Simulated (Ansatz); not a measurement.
## Field gradients of Bi2Se3 from run to run

Cell of run 1: a COD entry, atoms as given.

```cif
data_structure
_symmetry_space_group_name_H-M 'P 1'
_symmetry_Int_Tables_number 1
_cell_length_a 9.8405
_cell_length_b 9.8405
_cell_length_c 9.8405
_cell_angle_alpha 24.304
_cell_angle_beta 24.304
_cell_angle_gamma 24.304
_cell_volume 141.89
loop_
_atom_site_label
_atom_site_type_symbol
_atom_site_fract_x
_atom_site_fract_y
_atom_site_fract_z
_atom_site_occupancy
Bi1 Bi 0.40080 0.40080 0.40080 1
Bi2 Bi 0.59920 0.59920 0.59920 1
Se3 Se 0.00000 0.00000 0.00000 1
Se4 Se 0.21170 0.21170 0.21170 1
Se5 Se 0.78830 0.78830 0.78830 1
```

Atoms are numbered from 1 in the order listed; like atoms form one site, named after its first atom.

Relaxed positions (PBE, cell held):

```
CELL_PARAMETERS angstrom
2.07150 1.19598 9.54533
-2.07150 1.19598 9.54533
0.00000 -2.39196 9.54533
ATOMIC_POSITIONS crystal
Bi 0.40061 0.40061 0.40061
Bi 0.59939 0.59939 0.59939
Se 0.00000 0.00000 0.00000
Se 0.21115 0.21115 0.21115
Se 0.78885 0.78885 0.78885
```

All runs are DFT with Ansatz 0.2.0 (plane waves and PAW, scalar-relativistic unless spin–orbit coupling is named, Γ-centred meshes, Fermi–Dirac smearing where given) in this cell.

Run 1: PBE, atoms as given; 420 eV, 9×9×9 k-points, smearing 0.02 eV.
Run 2: PBE, atoms relaxed; 420 eV, 9×9×9 k-points, smearing 0.02 eV.
Run 3: r2SCAN, at the relaxed atoms; 500 eV, 9×9×9 k-points, smearing 0.02 eV.
Run 4: PBE with spin–orbit coupling, at the relaxed atoms; 420 eV, 9×9×9 k-points, smearing 0.02 eV.
Run 5: LDA, at the relaxed atoms; 420 eV, 9×9×9 k-points, smearing 0.02 eV.

```tsv
run	Bi V_zz (η)	Se3 V_zz (η)	Se4 V_zz (η)
1	0.76 (0.00)	7.50 (0.00)	-2.18 (0.00)
2	?	?	?
3	1.31 (0.00)	7.32 (0.00)	-2.02 (0.00)
4	-0.21 (0.00)	7.91 (0.00)	0.13 (0.00)
5	0.62 (0.00)	7.24 (0.00)	-1.13 (0.00)
```

V_zz in 10²¹ V/m².

Task: Estimate the row of run 2.

Result: Bi: 0.67 (0.00); Se3: 7.30 (0.00); Se4: -1.25 (0.00). It lies nearest to run 5, from whose tensors on these sites it differs by 0.12 at most (largest principal value of the difference, on Se4). Taken one at a time, spin–orbit coupling moves the tensors on these sites by up to 1.38 (largest principal value of the change, on Se4), the positions of the atoms (as given or relaxed) by 0.92 (Se4), the functional (between the two that differ most) by 0.89 (Se4). Without a gap such differences can lie within the error of the k-mesh, so this order isn't firm.

Semilocal functionals make gaps too small and can close them, so the real compound need not be a metal. In runs 1, 2, 3, 4 the gap is small for the k-mesh or the smearing, and small gradients can still move by 0.1 × 10²¹ V/m² or more. In run 5 there is no gap above 0.1 eV, so the gradients can move by 10 % or more with the k-mesh. Run 1: The values hang on the deposited positions: relaxing the atoms moves V_zz on Se4 from -2.18 to -1.25.
